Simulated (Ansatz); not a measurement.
TiSi in space group Pnma (No. 62; Ti on 4c, Si on 4c) at seven volumes, PBEsol in the plane-wave PAW code Ansatz, shape and atoms relaxed at each. One row is withheld.

```json
[
 {"V (Å³/atom)": "13.195", "P (GPa)": "17.74"},
 {"V (Å³/atom)": "13.630", "P (GPa)": "10.90"},
 {"V (Å³/atom)": "14.065", "P (GPa)": "5.03"},
 {"V (Å³/atom)": "14.500", "P (GPa)": "0.00"},
 {"V (Å³/atom)": "14.935", "P (GPa)": "-4.32"},
 {"V (Å³/atom)": "15.370", "P (GPa)": "-8.02"},
 {"V (Å³/atom)": "15.805", "P (GPa)": "?"}
]
```

**Question.** Fit the shown pressures and predict the withheld one.

**Answer.** Third-order Birch–Murnaghan: P = (3/2)B₀(x^(7/2) − x^(5/2))[1 + (3/4)(B′ − 4)(x − 1)] with x = (V₀/V)^(2/3). Least squares on the six rows gives V₀ = 14.500 Å³/atom, B₀ = 155.1 GPa, B′ = 4.08. At V = 15.805, x = 0.9442 and P = -11.21 GPa. The run itself gave -11.19 GPa.

The first step of the workflow began from a Materials Project structure, measured or hypothetical; the Crystallography Open Database copy checked does not list it. COD files the formula under space group No. 25. Its standing as an ambient phase is unchecked. The cell was relaxed with PBEsol under the symmetry of its start; its stability against distortions is not shown here. The run is not spin-polarised.

Potentials: the earlier of the program's two PAW sets. The files were generated under PBE; for other functionals the program regenerates the frozen cores, and for LDA and PBEsol the local potential too.
